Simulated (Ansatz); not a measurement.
Pd₂PtSe₆ (P-31m)

The calculation used Ansatz, DFT PBE, scalar-relativistic, plane waves, PAW.

Settings: cutoff 420 eV, Γ-centred mesh 6×6×8 on the computed 9-atom cell, Gaussian smearing of 0.10 eV; no spin polarisation.

The structure is relaxed at this level of theory with its symmetry kept, and needn't be the ground state of this composition.

```xyz
9
Lattice="6.5775 0.0000 0.0000 -3.2887 5.6963 0.0000 0.0000 0.0000 5.0319" Properties=species:S:1:pos:R:3 pbc="T T T"
Pd    3.2887    1.8988    0.0000
Pd    0.0000    3.7975    0.0000
Pt    0.0000    0.0000    0.0000
Se   -1.0883    1.8851    1.2908
Se    2.2004    3.8112    1.2908
Se    2.1767    0.0000    1.2908
Se    1.0883    1.8851    3.7411
Se   -2.2004    3.8112    3.7411
Se    4.4008    0.0000    3.7411
```

* Space group: P-31m (No. 162)
* Volume per atom: 141.4 bohr³
* Formation energy from the elements' standard states (uncorrected): -0.315 eV/atom
* Kohn–Sham band gap: none (metal)
* Density of states at the Fermi level: 2.2 states/eV per cell
* Orbital (Löwdin) character within 0.5 eV of the Fermi level: Se 4p 69 %, Pd 4d 20 %
* Bader charge by site (e): Pd (2 in the cell) 0.21, Pt (1 in the cell) 0.09, Se (6 in the cell) -0.09

Spin-orbit coupling is left out, which matters for the bands of heavy elements. The cell holds layers, chains or molecules and no dispersion correction was added, so their binding is poorly described.

The cell was found from a structure generator's guess, not taken from experiment. Löwdin shares on free-atom orbitals overweight diffuse shells.
